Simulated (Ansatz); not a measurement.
Given:

TaSnO3 (cubic perovskite, space group No. 221), a = 3.995 Å, b = 3.995 Å, c = 3.995 Å, α = 90.00°, β = 90.00°, γ = 90.00°.

This is the LDA-relaxed structure.

All from plane-wave PAW LDA (Ansatz code), unless another level is named. Give the electronic character.

metallic (no gap).

What about the formation energy from the elements (no fitted shifts)?

-2.09 eV/atom.

What about the density of states at the Fermi level?

0.49 states/eV per atom (mean over ±0.08 eV).

Space group Pm-3m (cubic perovskite). The workflow started from an entry of the Crystallography Open Database (COD). Whether it is the stable phase at ambient conditions was not checked. The cell was relaxed with LDA under the symmetry of its start; of distortions, only those at the zone centre were tested, and some modes there are weakly imaginary. The run is not spin-polarised. With an odd number of electrons in the cell and no spin polarisation, the count alone makes it a metal. The references are the lowest solids computed at this level, not always the standard phases (solids in place of the gases). Scalar-relativistic: spin–orbit coupling is off unless named, which matters more the heavier the elements.

Potentials: the later of the program's two PAW sets.
